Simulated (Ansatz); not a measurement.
## RuSe in the zincblende structure

Method: PBE, scalar-relativistic; no spin polarisation; PAW, 420 eV, Γ-centred 10×10×10 mesh, 0.05 eV Gaussian smearing; code Ansatz; PAW files: Ansatz's generated set soft_2.

```
Ru Se
1.0
     0.00000    2.75202    2.75202
     2.75202    0.00000    2.75202
     2.75202    2.75202    0.00000
Ru Se
1 1
Cartesian
  0.0000 0.0000 0.0000
  1.3760 1.3760 1.3760
```

The cell came from substitution into a structure type; whether the compound takes it is for experiment to say.

The cell above was scaled in volume, its shape and atoms being fixed by the lattice's symmetry. Energies are counted from the cell above.

```json
{"V (Å³/atom)": "19.696", "ΔE (meV/atom)": "25.82", "P from the stress (GPa)": "7.67"}
{"V (Å³/atom)": "20.009", "ΔE (meV/atom)": "13.20", "P from the stress (GPa)": "5.32"}
{"V (Å³/atom)": "20.426", "ΔE (meV/atom)": "3.13", "P from the stress (GPa)": "2.50"}
{"V (Å³/atom)": "20.843", "ΔE (meV/atom)": "0.00", "P from the stress (GPa)": "-0.01"}
{"V (Å³/atom)": "21.260", "ΔE (meV/atom)": "3.02", "P from the stress (GPa)": "-2.23"}
{"V (Å³/atom)": "21.676", "ΔE (meV/atom)": "11.49", "P from the stress (GPa)": "-4.21"}
{"V (Å³/atom)": "22.302", "ΔE (meV/atom)": "33.09", "P from the stress (GPa)": "-6.75"}
{"V (Å³/atom)": "22.927", "ΔE (meV/atom)": "63.74", "P from the stress (GPa)": "-8.86"}
```

Do the energies and the pressures agree? Compare −ΔE/ΔV between neighbouring points (1 meV/Å³ = 0.1602 GPa) with the mean of their pressures.

```
interval (Å³/atom)  −ΔE/ΔV (GPa)  mean P (GPa)
    19.70 to 20.01           6.5           6.5
    20.01 to 20.43           3.9           3.9
    20.43 to 20.84           1.2           1.2
    20.84 to 21.26          -1.2          -1.1
    21.26 to 21.68          -3.3          -3.2
    21.68 to 22.30          -5.5          -5.5
    22.30 to 22.93          -7.9          -7.8
```
They differ by 0.06 GPa at most.

What do the two routes give for V0, B0 and B0′?

A third-order Birch–Murnaghan fit of the energies: V0 = 20.84 Å³/atom, B0 = 118 GPa, B0′ = 5.0. A polynomial of P in ln V, with B = −dP/d ln V at P = 0: V0 = 20.84 Å³/atom, B0 = 118 GPa, B0′ = 5.0.

B0·V0 = 118.1 GPa × 20.84 Å³ = 15.36 eV/atom sets the scale: near the minimum ΔE ≈ ½ B0 V0 x², with x = V/V0 − 1, and a pressure of 1.2 GPa squeezes the volume by about 1 %. At the ends of the curve: x = −5.5 % predicts 23.1 meV/atom and the run gives 25.8; x = +10.0 % predicts 77.2 meV/atom and the run gives 63.7. The curve is steeper than the parabola on the compressed side and flatter on the expanded side: the bulk modulus rises with pressure. The run is a metal.
